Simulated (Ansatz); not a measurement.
**AlCdO4, before and after**

The guess for AlCdO4 was made by a generator: perovskite family, Dion-Jacobson layers, n = 1 (P4/mmm, No. 123) (A site Cd; B site Al; X site O). The dimensions are guesses.

start.xyz

```xyz
6
Lattice="3.7620 0.0000 0.0000 0.0000 3.7620 0.0000 0.0000 0.0000 6.2495" Properties=species:S:1:pos:R:3 pbc="T T T"
Al    0.0000    0.0000    0.0000
Cd    1.8810    1.8810    3.1247
O     0.0000    0.0000    4.3495
O     1.8810    0.0000    0.0000
O     0.0000    1.8810    0.0000
O     0.0000    0.0000    1.9000
```

Theory: DFT PBE, scalar-relativistic, plane waves, PAW in Ansatz 0.2.0. Cutoff 420 eV, Gaussian smearing, Γ-centred meshes. Cell and atoms relax first on a coarse mesh and then on a finer one. In between, the cell is made exact in the group found at 0.06 Å. In metals the finer mesh still leaves noise of several meV/atom or more. The steps can't lower the symmetry of their start. No spin polarisation.

end.xyz

```xyz
6
Lattice="3.4530 0.0000 0.0000 0.0000 3.4530 0.0000 0.0000 0.0000 6.6048" Properties=species:S:1:pos:R:3 pbc="T T T"
Al    0.0000    0.0000    0.0000
Cd    1.7265    1.7265    3.3024
O     0.0000    0.0000    4.0942
O     1.7265    0.0000    0.0000
O     0.0000    1.7265    0.0000
O     0.0000    0.0000    2.5106
```

The symmetry stays P4/mmm (No. 123). The volume per atom shrinks by 11.0 %, from 14.7 to 13.1 Å³. The shortest distance goes from 1.88 Å (Al–O) to 1.58 Å (O–O). The ratio c/a of the conventional cell changes by a factor of 1.15. The energy falls by about 0.29 eV/atom (the start's value is from the coarse mesh).

```
Volume per atom                            : 13.1 Å³
Density                                    : 4.3 g/cm³
Formation energy                           : −0.86 eV/atom
Gap on the 12×12×6 mesh of the 6-atom cell : 0 eV (a metal)
```

Formation energies are uncorrected and refer to the elements' standard structures at the same level (O₂ as a molecule). A negative formation energy is needed for stability but isn't enough: competing phases decide.

The last run used Gaussian smearing of 0.10 eV. Weakly bound directions are ill-defined at this level, which has no dispersion term. An odd number of electrons in the primitive cell allows no gap without spin; a larger cell or a magnetic state could open one. Symmetry constrained the relaxation, so the result can be a saddle point. In all, the 4 runs took 50 s on 1 thread of Intel(R) Xeon(R) 6975P-C (Granite Rapids), with other jobs on the host.
